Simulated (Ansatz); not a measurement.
Structure relaxation, TiAl₃

The start is a relaxed TiAl3 cell displaced along its unstable phonon at q = Γ (172i cm⁻¹), largest move 0.15 Å. The cell and all atomic positions are relaxed at zero pressure with PBE (plane waves to 420 eV, PAW, scalar-relativistic; Ansatz, a program for electronic structure). First-step values are on the input's coarse k-mesh.

Ansatz input (later rounds restart from its end on a renewed k-mesh):
Ansatz 0.2 input:
```yaml
crystal:
  lattice:
    - [7.5383604177, 0, 0]
    - [-3.7691802089, 6.5284116246, 0]
    - [0, 0, 2.8922280098]
  atoms:
    - { symbol: Al, position: [0.3220911733, 0, 0] }
    - { symbol: Al, position: [0.3073249363, 0.3073249363, 0.5] }
    - { symbol: Al, position: [1, 0.3220911733, 0] }
    - { symbol: Al, position: [0.6926750637, 1, 0.5] }
    - { symbol: Al, position: [0.6779088267, 0.6779088267, 0] }
    - { symbol: Al, position: [0, 0.6926750637, 0.5] }
    - { symbol: Ti, position: [0.3333333333, 0.6666666667, 0.3018631309] }
    - { symbol: Ti, position: [0.6666666667, 0.3333333333, 0.6981368691] }
basis: { ecutwfc: 420, ecutrho_ratio: 4, xc_grid: 2, fft_grid_basis: typed }
kpoints: { mp_grid: { grid: [5, 5, 11] } }
hamiltonian:
  xc: pbe
  dispersion: none
  pseudopotentials: { kind: paw }
scf: { occupations: { method: fermi_dirac, width: 0.05 } }
relax: { f_tol: 0.01, max_steps: 100, cell: { stress_tol: 0.02 } }
output: { forces: true, stress: true }
```

Question: Which atoms feel the largest initial force, and how large is it?

Answer: 0.59 eV/Å, on Ti7, Ti8 (atoms numbered as listed).

Question: By how much does the energy per atom fall from start to end?

Answer: 0.16 eV/atom.

Question: How does the volume change?

Answer: -3.4 %, from 17.79 to 17.19 Å³/atom.

Question: Is the parent structure recovered?

Answer: It does not go back: it reaches P-62m (No. 189), 0.18 eV/atom below the parent.

Question: How do the shortest distances between atoms change?

Answer: The closest pairs of elements (up to four, under 3.6 Å), start → end: Al–Ti 2.68 → 2.74 Å; Al–Al 2.78 → 2.82 Å; Ti–Ti 2.89 → 3.00 Å.

Question: Is the relaxed structure metallic? Give its gap.

Answer: Zero (metallic).

Question: Write out the relaxed structure.

Answer: 
```cif
data_Al6Ti2
_chemical_formula_sum 'Al6 Ti2'
_space_group_name_H-M_alt 'P-62m'
_space_group_IT_number 189
_space_group_name_Hall 'P -6 -2'
_cell_length_a 7.27337
_cell_length_b 7.27337
_cell_length_c 3.00100
_cell_angle_alpha 90.000
_cell_angle_beta 90.000
_cell_angle_gamma 120.000
loop_
_atom_site_label
_atom_site_type_symbol
_atom_site_symmetry_multiplicity
_atom_site_Wyckoff_symbol
_atom_site_fract_x
_atom_site_fract_y
_atom_site_fract_z
_atom_site_occupancy
Al1 Al 3 g 0.62588 0.62588 0.50000 1
Al2 Al 3 f 0.24338 0.24338 0.00000 1
Ti1 Ti 2 c 0.33333 0.66667 0.00000 1
```

Final values are on a 8×8×15 k-mesh of the relaxed cell. No spin polarisation in the result.

The run could not lose the symmetry of its start, so the end can be a saddle point.

The relaxed structure here is a generated cell of TiAl3: the first start was made by placing the elements on the sites of a structure type, and the end was not matched to a known phase here, so it may be hypothetical. Known forms of TiAl3 include space group No. 139.
